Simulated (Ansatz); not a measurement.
Input:

WSi2 (MoSi2 type, space group I4/mmm)

```
WSi2
1.0
   -1.60576     1.60576     3.90206
    1.60576    -1.60576     3.90206
    1.60576     1.60576    -3.90206
W Si
1 2
Direct
  0.00000   0.00000   0.00000
  0.33486   0.33486   0.00000
  0.66514   0.66514   0.00000
```

Equation-of-state scan: isotropic scaling of the cell above, V₀ being its volume. The atoms relax within the cell's symmetry.

Calculation: r2SCAN (plane waves to 500 eV, PAW, scalar-relativistic; Ansatz, a program for electronic structure). k mesh 20×20×20 (Γ-centred), Fermi-Dirac smearing 0.05 eV. E stands for the smeared free energy. Stress and pressure are positive under compression. With the shape held, the modulus is that of even scaling; a crystal free to change shape is softer. Spin-orbit coupling is left out, though W is heavy. WSi2 is run without spin polarisation. WSi2 was relaxed with its symmetry unable to fall. ΔE is measured from the relaxed starting cell.

The scan covers V/V₀ from 0.940 to 1.060 in 11 points.

Q: What pressure does the cell carry at V/V₀ = 0.940?

A: 16.6 GPa.

Q: What is ΔE at V/V₀ = 1.060?

A: 32 meV/atom.

Q: What is ΔE at V/V₀ = 0.940?

A: 40 meV/atom.

(A scan under strain: stresses follow from slopes of the energy per volume, elastic moduli from its curvatures.)
